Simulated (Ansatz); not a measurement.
# How Ti (P6_3/mmc) stiffens under pressure

```yaml
crystal:
  lattice:
    - [2.93585, 0.00000, 0.00000]
    - [-1.46793, 2.54252, 0.00000]
    - [0.00000, 0.00000, 4.64177]
  atoms:
    - { symbol: Ti, position: [0.33333, 0.66667, 0.25000] }
    - { symbol: Ti, position: [0.66667, 0.33333, 0.75000] }
```

This is the zero-pressure cell. At each pressure cell and atoms are relaxed in this structure, and the constants are slopes of the stress at strains of ±0.005 with relaxed ions (the coefficients that govern stability under load). Level: r²SCAN, PAW on Ansatz 0.2.0's default frozen-core files (fitted under PBE), scalar-relativistic; k mesh 18×18×10, strains of ±0.005, Fermi-Dirac smearing of 0.100 eV, cutoff 500 eV. P is the pressure of the relaxed cell, less that of this one.

```tsv
P (GPa)	V/V₀	C11 (GPa)	C12 (GPa)	C13 (GPa)	C33 (GPa)	C44 (GPa)
0.00	1.0000	177.4	98.0	75.8	196.0	47.8
0.98	0.9917	181.2	101.5	78.6	200.6	48.0
1.99	0.9835	185.0	105.1	81.6	205.2	48.2
4.00	0.9681	192.4	112.0	87.4	214.4	48.4
7.00	?	?	?	?	?	?
10.00	0.9274	212.7	132.2	104.2	240.6	48.2
15.00	0.8985	227.9	148.7	118.2	260.8	47.3
```

Q: Does the bulk modulus from the constants agree with the pressure-volume curve?

A: A third-order Birch-Murnaghan fit to the volumes shown (F against f, f = [(V₀/V)^(2/3) − 1]/2) gives B₀ = 116.7 GPa and B′ = 3.4. Its −V dP/dV stands beside the Reuss value 1/ΣS_ij (i, j ≤ 3):

```csv
P (GPa),from P(V),from the constants
0.00,116.7,116.7
0.98,120.0,120.1
1.99,123.5,123.5
4.00,130.2,130.3
10.00,149.7,149.7
15.00,165.5,165.2
```

Q: What are the pressure derivatives at zero pressure?

A: Slopes at V₀ of quadratic fits in −ln(V/V₀) through the first four rows shown, divided by B₀: dC11/dP = 3.9, dC12/dP = 3.6, dC13/dP = 2.9, dC33/dP = 4.7, dC44/dP = 0.2. The mean slopes up to 2.0 GPa are 3.8, 3.5, 2.9, 4.6, 0.2; curvature and scatter of the constants part the two.

Q: Fill the row at 7.00 GPa.

A: Cubic fits in −ln(V/V₀) through all rows shown give C11 = 202.8, C12 = 122.2, C13 = 95.8, C33 = 227.8, C44 = 48.4 GPa. Computed: V/V₀ = 0.9469, C11 (GPa) = 202.8, C12 (GPa) = 122.2, C13 (GPa) = 95.8, C33 (GPa) = 227.8, C44 (GPa) = 48.4.

Q: Does a shear stiffness soften?

A: C44 goes from 47.8 to 47.3 GPa, through a maximum of 48.4 near 7 GPa; (C11 − C12)/2 goes from 39.7 to 39.6 GPa, through a maximum of 40.3 near 7 GPa. Neither ends more than 3 % under its start, and the lattice stays mechanically stable over this range.

Keep in mind: no other phase was computed; many crystals of this kind change structure within this range, and rows or crossings beyond such a change describe a metastable lattice; frozen-core PAW files fitted under PBE, their cores solved anew for the functional of the run; responses of metals move with mesh and smearing; elastic stability says nothing of phonons or of other phases; phonons weren't checked at these pressures.
